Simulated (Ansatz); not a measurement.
Co (hcp)

Method: PBE with spin–orbit coupling; two-component spinors; PAW, 420 eV, Γ-centred 20×20×10 mesh, 0.05 eV Gaussian smearing; code Ansatz; PAW files: Ansatz's generated set soft_2.

```xyz
2
Lattice="2.4935 0.0000 0.0000 -1.2467 2.1594 0.0000 0.0000 0.0000 4.0314" Properties=species:S:1:pos:R:3 pbc="T T T"
Co    0.0000    1.4396    3.0236
Co    1.2467    0.7198    1.0079
```

Magnetic state: ferromagnetic, site spin moments Co 1.62 μB, along [001] (Cartesian), which lowers the symmetry.

The cell is relaxed to zero pressure at this level.

Path: Γ–M–K–Γ–A–L–H–A | L–M | H–K, with Γ = (0.000, 0.000, 0.000), M = (0.500, 0.000, 0.000), K = (0.333, 0.333, 0.000), A = (0.000, 0.000, 0.500), L = (0.500, 0.000, 0.500), H = (0.333, 0.333, 0.500) in reciprocal vectors of the calculation's cell.

Bands as a text map, energy in eV from the Fermi level (dashes), each leg drawn with the same width:
```
  2.86 |           *                           *         
  2.57 |     ** *     *           **         *   **      
  2.29 | *                       *          * * *        
  2.00 |       *                  *     *                
  1.71 |           *            *            * *         
  1.43 |   ****     * *        * *          *******      
  1.14 |*** ***************   * * ********   ********** *
  0.86 |    *   *** *     **** *         ***  **      ***
  0.57 |   *       *       **** *       * ** **       *  
  0.29 |   *         *    *      ***        *  *     *   
  0.00 |*-*---------**-***------**--***-----**-----**----
 -0.29 |*** *    ** ****       ** *  *****   *     ******
 -0.57 |*********  ** ****    *  ***   ***  *******      
 -0.86 |*****  ***************  *  ****   ** * *** ******
 -1.14 |** ******  ** ********** **      ****  ****   *  
 -1.43 | * *    **** **  ***    *  **   **   **      ****
 -1.71 | **         *** ** ***  **  ****  ***** *  ***   
 -2.00 |******* **** ****     **  * ******   * * ********
 -2.29 |********    *******   ********      *** ***      
 -2.57 |************** *******      * *   ** **** *******
 -2.86 | * ********** *  **** *     ****** *    *********
 -3.14 |  ********** *       *       ***  *      ****   *
 -3.43 |  * * ****   *        **    ** ***      *        
 -3.71 |     * *  ***           ****  *     *************
 -4.00 | * * **  **** *         ***  ** *   *** *********
 -4.29 |*  **   **** * **              *      ** *    ***
 -4.57 |  * ****         *     *    *   *         *      
 -4.86 | *   **       *           **         ******      
        Γ    M    K    Γ    A    L    H    AL     MH    K
```

Question: By these bands, is it a metal or an insulator, and if it has a gap, where are the band edges on this path?

Answer: A metal: bands cross the Fermi level.

Site moments are of spin, integrated over Gaussian weights of 0.5 Å, which gives about a tenth less on f atoms than spheres do. No antiparallel order was tried.
